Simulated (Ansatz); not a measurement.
Given:

ScAl₃ (Cu3Au type)

```
ScAl3
1.0
    4.10545     0.00000     0.00000
    0.00000     4.10545     0.00000
    0.00000     0.00000     4.10545
Al Sc
3 1
Direct
  0.00000   0.50000   0.50000
  0.50000   0.50000   0.00000
  0.50000   0.00000   0.50000
  0.00000   0.00000   0.00000
```

Scan: atom 2 (Al, nearest neighbour Sc at 2.903 Å; its periodic images, 4.1 Å or more away, move with it) is displaced along Cartesian [111], direction (0.577, 0.577, 0.577) in Cartesian axes, by s. The other atoms stay.

The numbers are results of PBE (plane waves to 420 eV, PAW, scalar-relativistic; Ansatz, a program for electronic structure), not measurements. k mesh 9×9×9 (Γ-centred), Fermi-Dirac smearing 0.05 eV. E stands for the smeared free energy. With partly filled bands, energies and forces of such displacements shift with the k mesh and the smearing. ScAl3 is run without spin polarisation. ScAl3 was relaxed with its symmetry unable to fall. The PAW data are Ansatz's earlier set. The zero of ΔE is the undisplaced structure.

The scan covers s from -0.290 to 0.290 Å in 11 points.

Is this a single well or a double well?

A single well with its minimum at or next to zero displacement.

Is the energy the same for equal positive and negative displacements?

Even: the same for both signs. With its periodic images moving along, the atom's site symmetry in this cell is 4/mmm.

What is the force constant k = d²E/ds² of this move at s = 0?

5.60 eV/Å².

(A displaced cell: forces are minus the slopes of the energy, force constants its curvatures, and phonons follow from these.)
